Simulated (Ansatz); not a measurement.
Ta$_{2}$N:
```cif
data_NTa2
_chemical_formula_sum 'N1 Ta2'
_space_group_name_H-M_alt 'P-3m1'
_space_group_IT_number 164
_space_group_name_Hall '-P 3 2"'
_cell_length_a 3.09867
_cell_length_b 3.09867
_cell_length_c 4.88888
_cell_angle_alpha 90.000
_cell_angle_beta 90.000
_cell_angle_gamma 120.000
loop_
_atom_site_label
_atom_site_type_symbol
_atom_site_symmetry_multiplicity
_atom_site_Wyckoff_symbol
_atom_site_fract_x
_atom_site_fract_y
_atom_site_fract_z
_atom_site_occupancy
N1 N 1 a 0.00000 0.00000 0.00000 1
Ta1 Ta 2 d 0.33333 0.66667 0.25508 1
```

Relaxed with PBE.

Problem. Which orbitals make up the states near the Fermi level in PBE (plane waves, PAW; program Ansatz)?

Solution. Within 0.5 eV of the Fermi level: Ta 5d 89 %, N 2p 8 %. Projections are on Löwdin-orthogonalised atomic valence shells; empty p or d shells of many metals are not among them.

Problem. Tabulate the density of states.

Solution. States/eV per cell of 3 atoms, in 0.25 eV bins, energy from the Fermi level.

```
E (eV)  total  Ta 5d  N 2p  Ta 6s
------  -----  -----  ----  -----
-7.85    2.47   0.69  1.33   0.35
-7.60    0.86   0.23  0.47   0.12
-7.35    0.75   0.23  0.42   0.07
-7.10    2.03   0.57  1.20   0.18
-6.85    2.43   0.69  1.51   0.15
-6.60    3.94   1.20  2.55   0.07
-6.35    3.82   1.19  2.52   0.03
-6.10    3.00   0.95  2.00   0.00
-5.85    0.02   0.00  0.01   0.00
-5.60    0.00   0.00  0.00   0.00
-5.35    0.00   0.00  0.00   0.00
-5.10    0.00   0.00  0.00   0.00
-4.85    0.01   0.00  0.00   0.01
-4.60    0.06   0.02  0.00   0.02
-4.35    0.38   0.29  0.01   0.04
-4.10    0.74   0.56  0.03   0.10
-3.85    1.54   1.02  0.10   0.32
-3.60    1.79   1.24  0.11   0.34
-3.35    1.82   1.29  0.12   0.33
-3.10    1.44   1.12  0.07   0.19
-2.85    2.95   2.34  0.15   0.32
-2.60    3.00   2.40  0.17   0.25
-2.35    2.29   1.80  0.18   0.15
-2.10    1.63   1.32  0.12   0.11
-1.85    3.08   2.45  0.21   0.20
-1.60    1.97   1.53  0.16   0.17
-1.35    0.65   0.55  0.04   0.03
-1.10    0.50   0.45  0.03   0.01
-0.85    0.71   0.64  0.04   0.01
-0.60    1.09   0.99  0.07   0.01
-0.35    1.33   1.20  0.10   0.01
-0.10    1.14   1.02  0.09   0.01
0.15     1.23   1.10  0.10   0.01
0.40     1.50   1.32  0.13   0.01
0.65     1.78   1.55  0.17   0.02
0.90     2.30   1.95  0.23   0.04
1.15     2.07   1.75  0.21   0.04
1.40     2.28   1.94  0.24   0.03
1.65     2.90   2.42  0.32   0.05
1.90     2.85   2.36  0.33   0.06
2.15     2.56   2.16  0.27   0.05
2.40     2.06   1.75  0.18   0.05
2.65     2.02   1.72  0.15   0.06
2.90     2.03   1.71  0.15   0.07
3.15     2.84   2.36  0.22   0.11
3.40     3.37   2.79  0.25   0.13
3.65     2.63   2.12  0.19   0.12
```

Symmetry was held in the PBE relaxation. No spin polarisation was allowed. The volume moved by 20 % from the start of the relaxation. With an odd number of electrons in the cell and no spin polarisation, the count alone makes it a metal. Scalar-relativistic: spin–orbit coupling is off unless named, which matters more the heavier the elements.

Potentials: the later of the program's two PAW sets.
